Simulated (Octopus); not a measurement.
Sb (R-3m, No. 166):
```
CELL_PARAMETERS angstrom
      2.17706     1.25693     3.82988
     -2.17706     1.25693     3.82988
      0.00000    -2.51386     3.82988
ATOMIC_POSITIONS crystal
  Sb 0.26826 0.26826 0.26826
  Sb 0.73174 0.73174 0.73174
```
The cell is a database entry, not relaxed again.

Level: LDA. Code: Octopus 16.4. Numerical set-up: grid spacing about 0.16 Å, Γ-centred 8×8×8 k-mesh, Fermi-Dirac smearing of 0.1 eV, no spin polarisation; PseudoDojo 0.4 LDA potentials. Spin-orbit coupling is left out.

Energies in eV against the Fermi level; 30 electrons a cell outside the pseudopotentials' cores.

```csv
k-point (reduced),band 11,band 12,band 13,band 14,band 15,band 16,band 17,band 18
"Γ (0.000, 0.000, 0.000)",-12.51,-5.17,-1.95,-1.73,-1.73,1.90,2.57,2.57
"T (0.500, 0.500, 0.500)",-11.16,-8.77,-1.30,-1.30,-0.65,0.26,0.26,1.10
"H2 (0.762, 0.238, 0.500)",-9.82,-9.01,-4.75,-4.58,-0.81,0.72,4.53,4.59
"H0 (0.500, -0.238, 0.238)",-9.82,-9.01,-4.75,-4.58,-0.81,0.72,4.53,4.59
"L (0.500, 0.000, 0.000)",-10.29,-9.51,-1.95,-1.84,-0.28,-0.28,0.23,0.66
"S0 (0.369, -0.369, 0.000)",-9.78,-9.11,-5.03,-2.99,-2.84,2.70,2.97,4.27
"S2 (0.631, 0.000, 0.369)",-9.78,-9.11,-5.03,-2.99,-2.84,2.70,2.97,4.27
"F (0.500, 0.000, 0.500)",-10.29,-8.10,-5.16,-3.53,-3.48,1.59,4.68,5.38
```
